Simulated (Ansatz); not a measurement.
One crystal and one scan (energy over volume and axial ratio) at two levels, PBE (plane waves to 420 eV, PAW, scalar-relativistic; Ansatz, a first-principles code) and r2SCAN (plane waves to 500 eV, PAW, scalar-relativistic; Ansatz), each from its own relaxed cell and on its own mesh. The cell shown is that of PBE.

Si (diamond)

```
Si
1.0
    0.00000     2.73494     2.73494
    2.73494     0.00000     2.73494
    2.73494     2.73494     0.00000
Si
2
Direct
  0.50000   0.50000   0.50000
  0.75000   0.75000   0.75000
```

Two coordinates are scanned: the volume, and the ratio of the stretch along z (the conventional c axis) to the stretch across it. Atoms keep their fractional coordinates.

Energies are smeared free energies. Si was relaxed with its symmetry unable to fall. The PAW data are Ansatz's earlier set. As the smearing reaches across the gap at some points, the response to shear is sensitive to the k mesh, so small differences along c/a are uncertain. Percentages come from the unrounded values. Both scans cover V/V₀ from 0.960 to 1.040 and (c/a)/(c/a)₀ from 0.880 to 1.120.

```tsv
quantity	PBE	r2SCAN	PBE − r2SCAN
Lattice constant a (Å)	5.470	5.444	+0.026 (+0.5 %)
Band gap of the relaxed cell, no spin-orbit coupling (eV)	0.61	0.78	-0.17 (-21 %)
Shear modulus C′ = (C11 − C12)/2 (fit, atoms clamped) (GPa)	48	53	-5 (-9 %)
```

PBE gives the higher value for: lattice constant a. PBE gives the lower value for: band gap of the relaxed cell, no spin-orbit coupling; shear modulus C′.

(A scan under strain: stresses follow from slopes of the energy per volume, elastic moduli from its curvatures.)
